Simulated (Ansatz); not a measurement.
## Relaxing a structure of V

The start is a relaxed V cell, doubled along one cell vector, shaken by Gaussian noise of σ = 0.08 Å a coordinate. A full variable-cell relaxation at zero pressure is run with r2SCAN (plane waves to 500 eV, PAW, scalar-relativistic; Ansatz, a program for electronic structure). The first steps use a coarse 14×7×7 k-mesh.

Starting cell:
```
CELL_PARAMETERS angstrom
      2.59923     0.00000     0.00000
     -2.59923     4.50200     0.00000
      0.00000     0.00000     4.67018
ATOMIC_POSITIONS crystal
  V  0.29918 0.32229 0.21828
  V  0.35360 0.85855 0.22780
  V  0.72035 0.17800 0.73487
  V  0.65300 0.66442 0.74031
```

Question: What is the largest force in the starting geometry, and on which atom (counted from 1)?

Answer: 1.14 eV/Å, on V1 (atoms numbered as listed).

Question: How does the volume change?

Answer: -2.7 %, from 13.66 to 13.30 Å³/atom.

Question: Does it find its way back to the structure it was made from?

Answer: It does not go back: it reaches Im-3m (No. 229), bcc (W type), 0.27 eV/atom below the parent.

Question: What band gap does the relaxed structure have at this level?

Answer: Zero (metallic).

Question: Write out the relaxed structure.

Answer: 
```cif
data_V2
_chemical_formula_sum 'V2'
_space_group_name_H-M_alt 'Im-3m'
_space_group_IT_number 229
_space_group_name_Hall '-I 4 2 3'
_cell_length_a 2.98482
_cell_length_b 2.98482
_cell_length_c 2.98482
_cell_angle_alpha 90.000
_cell_angle_beta 90.000
_cell_angle_gamma 90.000
loop_
_atom_site_label
_atom_site_type_symbol
_atom_site_symmetry_multiplicity
_atom_site_Wyckoff_symbol
_atom_site_fract_x
_atom_site_fract_y
_atom_site_fract_z
_atom_site_occupancy
V1 V 2 a 0.00000 0.00000 0.00000 1
```
(The calculation used a cell of 1 atom; values per cell refer to that cell.)

Final values are on a 22×22×22 k-mesh of the relaxed cell. No spin polarisation in the result.

Of the parent cell (P6₃/mmc (No. 194)): it is a generated cell of V: the first start was made by placing the elements on the sites of a structure type, and the end was not matched to a known phase here, so it may be hypothetical. Known forms of V include space group No. 229.
